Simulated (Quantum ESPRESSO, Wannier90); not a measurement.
**Wannierisation of SnS (Pnma)**

```xyz
8
Lattice="11.3920 0.0000 0.0000 0.0000 3.9569 0.0000 0.0000 0.0000 4.5328" Properties=species:S:1:pos:R:3 pbc="T T T"
Sn    -4.3104     0.9892     1.6751
Sn     4.3104    -0.9892    -1.6751
Sn    -1.3856    -0.9892    -0.5914
Sn     1.3856     0.9892     0.5914
S      3.9587     0.9892     0.0480
S     -3.9587    -0.9892    -0.0480
S      1.7373    -0.9892    -2.2184
S     -1.7373     0.9892     2.2184
```

Materials Project entry mp-2231; symmetrised, unrelaxed at this level. COD (Crystallography Open Database) has the formula in 3 space groups, this one among them (matched by group alone). Level: PBEsol, no spin polarisation, no spin-orbit coupling; pw.x of Quantum ESPRESSO at 58 Ry with PseudoDojo potentials, 4×6×4 k-points, Wannier90. Density: 4×8×8 mesh, cold smearing 0.01 Ry. The cell is built of weakly bound layers, chains or molecules, whose nearest atoms lie 3.52 Å apart. Database cells relaxed without dispersion often hold them too far apart, which can enlarge gaps and weakens couplings between them; spacing and stacking were not compared with the measured crystal. Spin-orbit coupling is left out although heavy elements are present.

Bands 21-24 form an isolated set from -13.54 to -11.88 eV relative to the valence-band maximum (on the path) and are turned into 4 Wannier functions by minimising the spread from the start: atomic waves S 3s.

Centres (Cartesian, Å; one of the equivalent choices) and spreads:

```tsv
n	x	y	z	spread (Å²)	nearest atom
1	3.881	0.989	-0.057	1.425	S5
2	-3.881	-0.989	0.057	1.425	S6
3	1.815	-0.989	-2.323	1.425	S7
4	-1.815	0.989	2.323	1.425	S8
```

Ω_I = 5.68 Å², Ω_total = 5.70 Å²; the interpolated bands follow pw.x to 0.2 meV rms on the path. Only this start was tried; a symmetric start can stop on a saddle, and mixtures of these functions could lower the total by at most Ω_total − Ω_I.
